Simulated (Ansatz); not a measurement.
ZnO:
```xyz
4
Lattice="2.9772 0.0000 0.0000 -1.4886 2.5784 0.0000 0.0000 0.0000 5.1261" Properties=species:S:1:pos:R:3 pbc="T T T"
Zn     0.0000     0.0000     0.0000
Zn     0.0000     0.0000     2.5630
O      0.0000     1.7189     1.2815
O      1.4886     0.8595     3.8445
```

Relaxed with r²SCAN. Special points in fractions of this cell's reciprocal vectors: Γ (0.000, 0.000, 0.000); M (0.500, 0.000, 0.000); K (0.333, 0.333, 0.000); A (0.000, 0.000, 0.500); L (0.500, 0.000, 0.500); H (0.333, 0.333, 0.500).

**Question.** List the band energies nearest the valence-band maximum at these points for DFT-r²SCAN in the program Ansatz with PAW potentials.

**Answer.** In eV from the valence-band maximum; about four levels below and three above (degenerate sets whole), none deeper than 8.9 eV; … stands for higher levels left out; points with the same levels are listed once.

```tsv
k	below	above
Γ	-1.28 -1.28 0.00 0.00	1.35 6.38 …
M	-3.49 -2.61 -0.75 -0.05	6.82 7.26 …
K	-2.12 -2.12 -1.85 -1.85	6.90 8.80 …
A	-0.55 -0.55 -0.55 -0.55	4.46 4.46 …
L	-1.42 -1.42 -1.20 -1.20	5.88 5.88 …
H	-3.33 -3.33 -0.34 -0.34	8.15 8.15 …
```

Space group P6_3/mmc (NiAs type). The start of the workflow was typed in or built on a structure type; the Crystallography Open Database copy checked does not list it. It is not the phase usual at ambient conditions (space group No. 186). The cell was relaxed with r²SCAN under the symmetry of its start; whether a distortion lowers the energy is not shown.

Potentials: the earlier of the program's two PAW sets.
